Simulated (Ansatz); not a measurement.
## Hg, first-principles data

Hg:
Space group Fd-3m, origin choice 1 (No. 227); a = 7.6616 Å, b = 7.6616 Å, c = 7.6616 Å, α = 90.00°, β = 90.00°, γ = 90.00°

```csv
atom,site,symmetry,x,y,z
Hg,8b,-43m,0.5000,0.5000,0.5000
```
(The calculation used a cell of 2 atoms; values per cell refer to that cell.)

Space group Fd-3m (No. 227), diamond; conventional cell a = b = c = 7.6616 Å, α = β = γ = 90.00°.

Method: PBE (plane waves, PAW; program Ansatz). The cell and atoms are relaxed at this level. Other levels are named where they apply.

**Cell and energy**

| Quantity | Value |
|---|---|
| Volume per atom | 56.22 Å³ |
| Density | 5.93 g/cm³ |

**Electronic structure**

| Property | Value |
|---|---|
| Band gap | 0.39 eV (indirect) |
| Valence-band maximum | at Γ |
| Conduction-band minimum | on the K–Γ line, 11 % of the way from K (12 equivalent valleys) |
| Smallest direct gap on the standard path | 2.90 eV |
| Electron effective mass | 0.41, 0.44, 1.1 mₑ (principal values) |
| Electron effective mass with spin–orbit coupling | 0.43, 0.45, 1.3 mₑ (principal values) |
| Hole effective mass | 0.30 mₑ (isotropic) |
| Hole effective mass with spin–orbit coupling | 0.29 mₑ (isotropic) |
| HSE06 gap on the PBE cell | 0.42 eV |
| Gap with spin–orbit coupling | 0.29 eV |

**Mechanics**

| Quantity | Value |
|---|---|
| Bulk modulus (Birch–Murnaghan fit) | 2.0 GPa |
| Pressure derivative B′ | 7.8 |
| Elastic constants (relaxed ions, GPa) | C11 = 2.0, C12 = 2.0, C44 = -0.1 |
| Mechanical stability | marginal (the smallest eigenvalue of C is near zero) |

**Dielectric response**

| Quantity | Value |
|---|---|
| Electronic dielectric constant ε∞ (DFPT) | 3.94 |

**Phonons**

| Property | Result |
|---|---|
| Highest zone-centre frequency | 1.12 THz |
| Zone-centre stability | no imaginary mode at Γ |
| Dynamical stability on the path | unstable, down to 18i cm⁻¹ |

A made-up cell: these elements were put on the sites of a structure type; neither database checked (COD, Materials Project) lists it. It is not the usual solid phase (space group No. 166). The cell was relaxed with PBE under the symmetry of its start. The substance is a gas or liquid at ambient conditions. Scalar-relativistic: spin–orbit coupling is off unless named, which matters more the heavier the elements.

Potentials: the later of the program's two PAW sets.
